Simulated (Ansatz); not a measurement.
Zn2C (antifluorite), relaxed with r2SCAN, was run in Ansatz under altered settings. All numbers are computed, without spin polarisation but where a row says otherwise.

```yaml
crystal:
  lattice:
    - [0.00000, 2.57795, 2.57795]
    - [2.57795, 0.00000, 2.57795]
    - [2.57795, 2.57795, 0.00000]
  atoms:
    - { symbol: C, position: [0.00000, 0.00000, 0.00000] }
    - { symbol: Zn, position: [0.25000, 0.25000, 0.25000] }
    - { symbol: Zn, position: [0.75000, 0.75000, 0.75000] }
```

The base run's other keys:
```yaml
kpoints:
  mp_grid: { grid: [4, 4, 4] }
hamiltonian:
  xc: hse06
scf:
  occupations: { method: fermi_dirac, width: 0.02 }
  n_extra_bands: 4
```

It takes 24 iterations with 645 plane waves at 420 eV and 8 k points, and leaves a mean stress of +1.04 GPa. The gap over this mesh is 0.810 eV. It ran on 4 threads of Arm Neoverse N1, with other jobs on the host.

Outcomes, with energy and stress as changes against the base:
```tsv
setting	outcome	ΔF (meV/atom)	Δ mean stress (GPa)	gap on the mesh (eV)	iterations	wall time
hamiltonian.xc: wpbeh	converged	–	-0.1	0.809	23	7 s
PBE hybrid, exx coeff 0.1, omega 0.5 1/Å	converged	–	+2.1	0.047	18	6.4 s
PBE hybrid, exx coeff 0.05, unscreened	converged	–	+1.7	0.180	23	6.3 s
scf.exx.ecutfock_ratio: 1	converged	+5.8	0.0	0.809	24	5.8 s
scf.exx.max_outer_iter: 1	refused	–	–	–	–	1.1 s
scf.mixing.preconditioner: kerker	converged	0.0	0.0	0.810	25	7 s
```
A dash marks a value that wasn't obtained or can't be compared. Stress is positive in compression. The base took 6.9 s.

- PBE hybrid, exx coeff 0.1, omega 0.5 1/Å. That is 10 % exact exchange, screened with ω = 0.5 1/Å, against HSE06's 25 % screened at 0.208 1/Å. The mean stress moves by +2.1 GPa and the gap on the mesh by -0.763 eV (to 0.047). Totals of different functionals aren't comparable.
- PBE hybrid, exx coeff 0.05, unscreened. That is 5 % exact exchange, at all ranges, against HSE06's 25 % screened at 0.208 1/Å. The mean stress moves by +1.7 GPa and the gap on the mesh by -0.630 eV (to 0.180). Totals of different functionals aren't comparable.
- scf.exx.ecutfock_ratio: 1. The free energy moves by +5.8 meV an atom, the mean stress by 0.0 GPa and the gap on the mesh by -0.001 eV (to 0.809). The result is sensitive to this setting.
- scf.exx.max_outer_iter: 1. The program doesn't start. Error: invalid value for `scf.exx.max_outer_iter`: an exchange loop that starts behind the semilocal warm-up accepts no state before cycle 2, and this deck runs one: type 2 or more, or drop the key

Within 1 meV an atom, 0.1 GPa and 0.005 eV of the base stay: scf.mixing.preconditioner: kerker.

The stress of a hybrid is loosely converged in these runs.

Gaps or overlaps of about a tenth of an eV are at the limit of these meshes: between the points read a gap can be smaller or closed.

The meshes of the hybrids are coarse, so their gaps aren't converged to the digits shown.
